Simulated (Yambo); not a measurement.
Yambo run on AlN (wurtzite, space group P6_3mc, No. 186). The wavefunctions are norm-conserving PBEsol (Quantum ESPRESSO, 84 Ry, without SOC) ones on a 6×6×4 mesh (8 occupied bands); a = b = 3.1131 Å, c = 4.9828 Å, α = β = 90.00°, γ = 120.00°.

Yambo input:

```
rim_cut
HF_and_locXC
RandQpts= 10000
RandGvec= 1 Ry
EXXRLvcs= 84 Ry
VXCRLvcs= 336 Ry
% QPkrange
 1 | 1 | 8 | 9 |
%
```

k points by index: 1 = Γ.

Resulting energies as the program prints them:

```
#    K-point    Band    Eo [eV]    Ehf [eV]    Vxc [eV]    Vnlxc [eV]
#
    1    8    0.000000    -3.790513    -16.89140    -20.68191
    1    9    4.104534    8.646717    -12.64570    -8.103517
```
Exchange alone, without screening.

Geometry relaxed with PBEsol.
